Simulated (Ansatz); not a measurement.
## Kick test of a cell of TaSi

It was reached by relaxing an invented guess, and it needn't be the stable form of this composition.

The calculation used Ansatz, DFT PBE, scalar-relativistic, plane waves, PAW. Cutoff 420 eV; k points 18×18×8 on the computed 4-atom cell (Γ-centred); Gaussian smearing, width 0.10 eV; no spin polarisation.

The cell below (4 atoms, space group P-3m1 (No. 164)) is relaxed within its symmetry.

```
Ta Si
1.0
     3.43459    0.00000    0.00000
    -1.71729    2.97444    0.00000
     0.00000    0.00000    6.69632
Ta Si
2 2
Cartesian
  0.0000 1.9830 5.6674
  1.7173 0.9915 1.0290
  0.0000 1.9830 2.7298
  1.7173 0.9915 3.9665
```

For the test a repeat of it with 8 atoms (edges 3.43, 3.43, 13.39 Å) was strained at random (σ = 1.5 % a component), the atoms were moved at random (σ = 0.05 Å), and all was relaxed again on a coarse 6×6×2 mesh (in the run’s order of axes) with 0.20 eV smearing, with no symmetry imposed.

These runs have no spin–orbit coupling, which can matter for Ta.

Q: What happens?

A: It doesn't return. The energy falls by 427 meV/atom on that mesh, the volume changes by -7.5 %, and the end has space group P4/nmm (No. 129) at a loose tolerance. Relaxed again on a 14×14×8 mesh with 0.10 eV smearing, the new structure lies 424 meV/atom below the first (mesh in the axes of the run's cell; the cell below is made exact in the group named). Space group P4/nmm (No. 129), tetragonal, a = 3.406 Å, c = 5.457 Å. Ta has 6 Si at 2.67–2.79 Å, 4 Ta at 2.85 Å and 4 Ta at 3.41 Å; Si has 6 Ta at 2.67–2.79 Å, 4 Si at 2.79 Å and 4 Si at 3.41 Å.

```
Ta Si
1.0
     3.40625    0.00000    0.00000
     0.00000    3.40625    0.00000
     0.00000    0.00000    5.45706
Ta Si
2 2
Direct
  0.50000 0.00000 0.85974
  0.00000 0.50000 0.14026
  0.50000 0.00000 0.37020
  0.00000 0.50000 0.62980
```
